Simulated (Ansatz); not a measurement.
**Ba$_{2}$As, a database entry at a rescaled volume**

```
Ba As
1.0
    -2.57679    2.57679    8.71989
     2.57679   -2.57679    8.71989
     2.57679    2.57679   -8.71989
Ba As
4 2
Direct
  0.50000 0.00000 0.50000
  0.00000 0.50000 0.50000
  0.32500 0.32500 0.00000
  0.67500 0.67500 0.00000
  0.13600 0.13600 0.00000
  0.86400 0.86400 0.00000
```

Single point in Ansatz 0.2.0 with LDA, no spin polarisation. Cutoff 420 eV, PAW datasets, 9×9×9 Γ-centred k mesh, fermi-dirac filling (width 0.0231 eV).

Q: Which element gives electrons and which takes them?

A: Bader charges in e: Ba +0.65 to +1.09, As -1.74. In the mean Ba gives up most and As takes most.

Q: Is it stable against the elements?

A: -0.85 eV an atom against the elements' usual phases (free molecules for gases, crystals otherwise, with no correction for O₂ or N₂), so it is bound against them; other compounds may still compete. Relaxing would lower it.

Q: Is the cell too large or too small?

A: The pressure is -2.5 GPa (compression positive), so with the atoms held at these fractions the cell would first shrink. The principal stresses -3.1, -3.1, -1.5 GPa differ, so its shape would change too.

Q: Is there a gap?

A: It is a metal, with about 4 states/eV a cell as the mean within 0.25 eV of the Fermi level.

Q: Which atom feels the largest force, and which way?

A: The largest is on Ba4 (and as large on other atoms): 0.60 eV/Å, components (0.00, 0.00, 0.60). It makes 0° with the line to a nearest neighbour, As6 at 3.30 Å, pointing towards it.

Origin: a database entry at a rescaled volume. Caveats: many states at the Fermi level without spin polarisation, so a magnetic state may lie lower.
